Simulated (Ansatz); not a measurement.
## Cs2ZnFeC6N6: 14N nuclear quadrupole resonance

Cell: a Materials Project structure (computed, not necessarily an observed phase), atoms as given.

```cif
data_Cs2ZnFeC6N6
_symmetry_space_group_name_H-M 'Fm-3m'
_symmetry_Int_Tables_number 225
_cell_length_a 10.4523
_cell_length_b 10.4523
_cell_length_c 10.4523
_cell_angle_alpha 90.000
_cell_angle_beta 90.000
_cell_angle_gamma 90.000
loop_
_atom_site_label
_atom_site_type_symbol
_atom_site_symmetry_multiplicity
_atom_site_Wyckoff_symbol
_atom_site_fract_x
_atom_site_fract_y
_atom_site_fract_z
Cs Cs 8 c 0.2500 0.2500 0.2500
Zn Zn 4 b 0.5000 0.5000 0.5000
Fe Fe 4 a 0.0000 0.0000 0.0000
C C 24 e 0.5000 0.8198 0.5000
N N 24 e 0.2932 0.5000 0.5000
```

One atom of each set is listed; the run and its k-mesh use a cell of 16 atoms with edges of 7.39, 7.39, 7.39 Å.

The numbers come from a DFT calculation in Ansatz (PBE, plane waves and PAW, scalar-relativistic, collinear spin, 420 eV cutoff, Γ-centred 5×5×5 k-points, Fermi–Dirac smearing 0.05 eV). Start moments as typed (μB): 3 on each Fe, none on the rest.

14N: I = 1, Q = 20.44 mb (year-2017 value). Static lattice, zero field.

Question: Predict the zero-field 14N lines of each site.

Answer: For I = 1 the lines are ν± = (3/4)|C_Q|(1 ± η/3) and ν₀ = |C_Q|η/2.

```csv
site,atoms,V_zz (10²¹ V/m²),C_Q (MHz),η,line frequencies (MHz)
N,6,-4.89,-2.42,0.00,1.81
```

An axis of threefold or higher order runs through N, so V_zz lies along it and η is zero.

The largest force is 0.4 eV/Å, so the atoms aren't at the calculated equilibrium and relaxing them would move these values. The start moments die out, and the run ends without spin.
